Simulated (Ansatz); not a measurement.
The relaxed structure here is a generated cell of CoPdO2: the first start was made by placing the elements on the sites of a structure type, and the end was not matched to a known phase here, so it may be hypothetical.

The end point of a relaxation of CoPdO$_{2}$. Space group Amm2 (No. 38). The numbers are results of PBE (plane waves to 420 eV, PAW, scalar-relativistic; Ansatz, an electronic-structure program), not measurements.

```cif
data_CoO2Pd
_chemical_formula_sum 'O2 Co1 Pd1'
_space_group_name_H-M_alt 'P 1'
_space_group_IT_number 1
_cell_length_a 2.79312
_cell_length_b 4.39956
_cell_length_c 4.39956
_cell_angle_alpha 77.409
_cell_angle_beta 90.000
_cell_angle_gamma 90.000
loop_
_space_group_symop_operation_xyz
  'x, y, z'
loop_
_atom_site_label
_atom_site_type_symbol
_atom_site_fract_x
_atom_site_fract_y
_atom_site_fract_z
_atom_site_occupancy
O1 O 0.50000 0.64896 0.08487 1
O2 O 0.50000 0.08487 0.64896 1
Co1 Co 0.00000 0.89812 0.89812 1
Pd1 Pd 0.50000 0.56524 0.56524 1
```

Q: What magnetic moment does PBE give?

A: Net 0.28 μB/atom, ferromagnetic.

Spin state reached: ferromagnetic (net 0.28 μB/atom), from parallel starting moments; other spin orders were not run from this start. The d or f electrons are treated with no Hubbard U. A magnetic insulating state can be missed without it.

The run could not lose the symmetry of its start, so the end can be a saddle point.
